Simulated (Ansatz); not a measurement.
BiN (zincblende structure)

Method: PBE, scalar-relativistic; no spin polarisation; PAW, 420 eV, Γ-centred 10×10×10 mesh, 0.05 eV Gaussian smearing; code Ansatz. The datasets are Ansatz's generated set soft_2.

```yaml
crystal:
  lattice:
    - [0.00000, 2.77610, 2.77610]
    - [2.77610, 0.00000, 2.77610]
    - [2.77610, 2.77610, 0.00000]
  atoms:
    - { symbol: Bi, position: [0.00000, 0.00000, 0.00000] }
    - { symbol: N, position: [0.25000, 0.25000, 0.25000] }
```

The start was a prototype's sites filled with these elements, not a measured cell.

**Question.** Which orbitals carry the states at the Fermi level, and how many states are there?

**Answer.** Within 0.1 eV of it: N 2p 64 %, Bi 6p 20 %, Bi 6s 13 % (shares among the projected shells). The density of states at the Fermi level is about 0.68 states/eV per cell, averaged over 0.3 eV.

Density of states (tetrahedra, averaged over 0.5 eV; states/eV per cell of 2 atoms; energy in eV from the Fermi level; projections on Löwdin-orthogonalised atomic orbitals, summed over sites):

| E | total | N 2p | Bi 6p | N 2s | Bi 6s |
| --- | --- | --- | --- | --- | --- |
| -7.60 | 0.09 | 0.00 | 0.00 | 0.04 | 0.05 |
| -7.10 | 0.00 | 0.00 | 0.00 | 0.00 | 0.00 |
| -6.60 | 0.00 | 0.00 | 0.00 | 0.00 | 0.00 |
| -6.10 | 0.00 | 0.00 | 0.00 | 0.00 | 0.00 |
| -5.60 | 0.00 | 0.00 | 0.00 | 0.00 | 0.00 |
| -5.10 | 0.35 | 0.17 | 0.17 | 0.00 | 0.00 |
| -4.60 | 1.49 | 0.76 | 0.68 | 0.02 | 0.02 |
| -4.10 | 1.63 | 0.94 | 0.64 | 0.02 | 0.02 |
| -3.60 | 1.79 | 1.14 | 0.60 | 0.02 | 0.02 |
| -3.10 | 1.69 | 1.20 | 0.46 | 0.01 | 0.01 |
| -2.60 | 0.91 | 0.71 | 0.18 | 0.01 | 0.01 |
| -2.10 | 0.50 | 0.37 | 0.09 | 0.02 | 0.02 |
| -1.60 | 0.71 | 0.47 | 0.14 | 0.04 | 0.05 |
| -1.10 | 0.90 | 0.57 | 0.17 | 0.06 | 0.08 |
| -0.60 | 1.44 | 0.80 | 0.35 | 0.10 | 0.13 |
| -0.10 | 0.79 | 0.49 | 0.14 | 0.03 | 0.10 |
| 0.40 | 0.37 | 0.13 | 0.17 | 0.03 | 0.03 |
| 0.90 | 0.49 | 0.14 | 0.26 | 0.04 | 0.02 |
| 1.40 | 0.71 | 0.21 | 0.39 | 0.04 | 0.03 |
| 1.90 | 1.24 | 0.40 | 0.66 | 0.05 | 0.04 |
| 2.40 | 0.93 | 0.34 | 0.46 | 0.03 | 0.02 |
| 2.90 | 1.17 | 0.32 | 0.67 | 0.07 | 0.02 |
| 3.40 | 2.27 | 0.50 | 1.53 | 0.05 | 0.01 |
| 3.90 | 1.70 | 0.40 | 1.16 | 0.02 | 0.00 |
| 4.40 | 1.32 | 0.37 | 0.86 | 0.01 | 0.00 |
| 4.90 | 1.16 | 0.38 | 0.72 | 0.00 | 0.00 |
| 5.40 | 0.42 | 0.15 | 0.24 | 0.00 | 0.00 |
| 5.90 | 0.13 | 0.01 | 0.00 | 0.00 | 0.00 |

Spin–orbit coupling, which matters for such heavy elements, is left out.
